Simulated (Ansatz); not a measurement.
## CaSi$_{2}$N$_{3}$ (P6/mmm)

These are results of DFT PBE, scalar-relativistic, plane waves, PAW in Ansatz 0.2.0, not measurements.

Plane waves to 420 eV, a k mesh through Γ of 12×12×10 on the computed 6-atom cell and Gaussian smearing (0.10 eV); no spin polarisation.

The structure is relaxed at this level of theory with its symmetry kept, and needn't be the ground state of this composition.

```
Ca Si N
1.0
     5.65701    0.00000    0.00000
    -2.82851    4.89912    0.00000
     0.00000    0.00000    4.05819
Ca Si N
1 2 3
Cartesian
  0.0000 0.0000 0.0000
  0.0000 3.2661 0.0000
  2.8285 1.6330 0.0000
  2.8285 0.0000 0.0000
  -1.4143 2.4496 0.0000
  1.4143 2.4496 0.0000
```

* Space group: P6/mmm (No. 191)
* Volume per atom: 18.75 Å³
* Formation energy from the elements' standard states (uncorrected): -0.529 eV/atom
* Kohn–Sham band gap: none (metal)
* Density of states at the Fermi level: 1.3 states/eV per cell
* Orbital (Löwdin) character within 0.5 eV of the Fermi level: Ca 4s 37 %, Si 3p 26 %, N 2p 10 %, unprojected 21 %
* Bader charge by site (e): Ca (1 in the cell) 1.19, Si (2 in the cell) 2.97, N (3 in the cell) -2.38

The cell was found from a structure generator's guess, not taken from experiment. Löwdin shares on free-atom orbitals overweight diffuse shells.
